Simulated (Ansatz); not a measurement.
Starting cell, NaCl (rock salt):

```
CELL_PARAMETERS angstrom
      0.00000     2.84776     2.84776
      2.84776     0.00000     2.84776
      2.84776     2.84776     0.00000
ATOMIC_POSITIONS crystal
  Cl 0.00000 0.00000 0.00000
  Na 0.50000 0.50000 0.50000
```

In this cell atom 2 (Na, nearest neighbour Cl at 2.848 Å; its periodic images, 4.0 Å or more away, move with it) is moved by s along Cartesian z, unit vector (0.000, 0.000, 1.000); all other atoms and the cell stay fixed.

The numbers are results of PBE (plane waves to 420 eV, PAW, scalar-relativistic; Ansatz, a first-principles code), not measurements. k mesh 8×8×8 (Γ-centred), Fermi-Dirac smearing 0.05 eV. Energies are smeared free energies. Left out: 2 of 11 points, with atoms too close for the PAW data. NaCl was relaxed with its symmetry unable to fall. The zero of ΔE is the undisplaced structure.

```csv
s (Å),ΔE (meV/cell)
-0.680,631
-0.510,257
-0.340,withheld
-0.170,18
0.000,0
0.170,18
0.340,withheld
0.510,257
0.680,631
```

**Question.** Fit an even polynomial form (powers 2, 4) to the given rows and predict ΔE at s = 0.340.

**Answer.** Least squares on the 7 given rows: ΔE = (508.0)·s² + (1852)·s⁴, in meV/cell with s in Å; root-mean-square residual 1.0 meV/cell. At 0.340 the fit gives 83 meV/cell; the calculation gives 87 meV/cell, so the interpolation is off by -4 (-4.6 %). The quadratic term alone would give 59 meV/cell.

(For displaced atoms, the force is minus the slope of the energy, and its curvature is a force constant, which sets phonon frequencies.)
